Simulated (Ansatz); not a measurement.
# Ni (fcc)

Method: LDA, scalar-relativistic; collinear spin; PAW, 420 eV, 20×20×20 k-mesh, Gaussian smearing of 0.05 eV; code Ansatz. The datasets are Ansatz's generated set soft_2.

```
Ni
1.0
     0.00000    1.71211    1.71211
     1.71211    0.00000    1.71211
     1.71211    1.71211    0.00000
Ni
1
Direct
  0.00000 0.00000 0.00000
```

Magnetic state: ferromagnetic, site spin moments Ni 0.64 μB.

The cell is relaxed to zero pressure at this level.

Path: Γ–X–U | K–Γ–L–W–X, with Γ = (0.000, 0.000, 0.000), X = (0.500, 0.000, 0.500), U = (0.625, 0.250, 0.625), K = (0.375, 0.375, 0.750), L = (0.500, 0.500, 0.500), W = (0.500, 0.250, 0.750) in reciprocal vectors of the calculation's cell.

Bands as a text map, energy in eV from the Fermi level (dashes), each leg drawn with the same width, + spin up, o spin down, # both:
```
  2.86 |         +       +                           +  
  2.57 |       o#                         o           #o
  2.29 |       +                          +            +
  2.00 |                                                
  1.71 |                                                
  1.43 |      o           o              o              
  1.14 |      +                          +              
  0.86 |                  +                             
  0.57 |                                                
  0.29 |      oooooooo     o           oo    ooooooooooo
  0.00 |-----ooooooo--ooo------------oo-+oooo-------oooo
 -0.29 |   ooo +++# oo   o +o       o         +++++#++++
 -0.57 | oo  #++++++++##     o     o  ###+++++   oo #+++
 -0.86 |oo  #+     #+   # o  oooooo +++ +    oooo  + +  
 -1.14 | +##      + o+++ #oo#+     +        o    ++o+   
 -1.43 |++ o#      + o  + + o++++++      o o ++++       
 -1.71 |  #         + oo +++#o    oooo   +o +     o+    
 -2.00 |oo ++        +  o  #  oooo   #ooooo+            
 -2.29 |  #           ++    +o    #+o    o+o     o+     
 -2.57 |++              +oo+o+++++ o++++++o o   o       
 -2.86 | + o              #o +   ++ +    + + ooo +      
 -3.14 |  +              #  +      +      +o+#  #       
 -3.43 |   +o           o+++               +o +++o      
 -3.71 |     o      oooooo                  +#ooo oo    
 -4.00 |    + oooooo  ##++                 o++   #+ oooo
 -4.29 |     +      ##  +                 o+  ++++o#    
 -4.57 |      ++++## +++  o                       + #+++
 -4.86 |      oooo ++     +           oooo+        ++ooo
        Γ      X      UK       Γ       L       W       X
```

(1) By these bands, is it a metal or an insulator, and if it has a gap, where are the band edges on this path?

Answer:

(1) A metal: bands cross the Fermi level.

Site moments are of spin, integrated over atomic spheres. The relaxed cell is 8 % smaller in volume than the cell of this structure in the Crystallography Open Database (10.94 Å³/atom, 1988).
